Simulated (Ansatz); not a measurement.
Starting cell, SiC (wurtzite):

```
SiC
1.0
    6.18391     0.00000     0.00000
   -1.54598     2.67771     0.00000
    0.00000     0.00000     5.07427
Si C
4 4
Direct
  0.33333   0.33333   0.00052
  0.83333   0.33333   0.00052
  0.16667   0.66667   0.50052
  0.66667   0.66667   0.50052
  0.33333   0.33333   0.62468
  0.83333   0.33333   0.62468
  0.16667   0.66667   0.12468
  0.66667   0.66667   0.12468
```

A phonon eigenvector at M = (0.5, 0.0, 0.0) is frozen into this cell: atom i moves by Q times the vector below, so Q is the largest atomic displacement, in Å. The cell is held. (q is in reciprocal vectors of the primitive cell; the cell shown is doubled to hold the pattern.)

```
atom       x       y       z
----  ------  ------  ------
Si1    0.859   0.496   0.128
Si2   -0.859  -0.496  -0.128
Si3   -0.859  -0.496   0.128
Si4    0.859   0.496  -0.128
C5     0.442   0.255  -0.432
C6    -0.442  -0.255   0.432
C7    -0.442  -0.255  -0.432
C8     0.442   0.255   0.432
```

The numbers are results of PBE (plane waves to 420 eV, PAW, scalar-relativistic; Ansatz, a first-principles code), not measurements. k mesh 6×12×7 (Γ-centred), Fermi-Dirac smearing 0.05 eV. E stands for the smeared free energy. SiC was relaxed with its symmetry unable to fall. ΔE is measured from the undisplaced structure.

```json
[
 {"Q (Å)": "-0.180", "ΔE (meV/cell)": "2270"},
 {"Q (Å)": "-0.150", "ΔE (meV/cell)": "1594"},
 {"Q (Å)": "-0.120", "ΔE (meV/cell)": "withheld"},
 {"Q (Å)": "-0.090", "ΔE (meV/cell)": "583"},
 {"Q (Å)": "-0.060", "ΔE (meV/cell)": "260"},
 {"Q (Å)": "-0.030", "ΔE (meV/cell)": "65"},
 {"Q (Å)": "0.000", "ΔE (meV/cell)": "0"},
 {"Q (Å)": "0.030", "ΔE (meV/cell)": "65"},
 {"Q (Å)": "0.060", "ΔE (meV/cell)": "260"},
 {"Q (Å)": "0.090", "ΔE (meV/cell)": "583"},
 {"Q (Å)": "0.120", "ΔE (meV/cell)": "withheld"},
 {"Q (Å)": "0.150", "ΔE (meV/cell)": "1594"},
 {"Q (Å)": "0.180", "ΔE (meV/cell)": "2270"}
]
```

Task: Fit an even polynomial form (powers 2, 4) to the given rows and predict ΔE at Q = -0.120.

Result: Least squares on the 11 given rows: ΔE = (72600)·Q² + (-78290)·Q⁴, in meV/cell with Q in Å; root-mean-square residual 0.2 meV/cell. At -0.120 the fit gives 1029 meV/cell; the calculation gives 1029 meV/cell, the same to the digits shown. The quadratic term alone would give 1045 meV/cell.

(A displaced cell: forces are minus the slopes of the energy, force constants its curvatures, and phonons follow from these.)
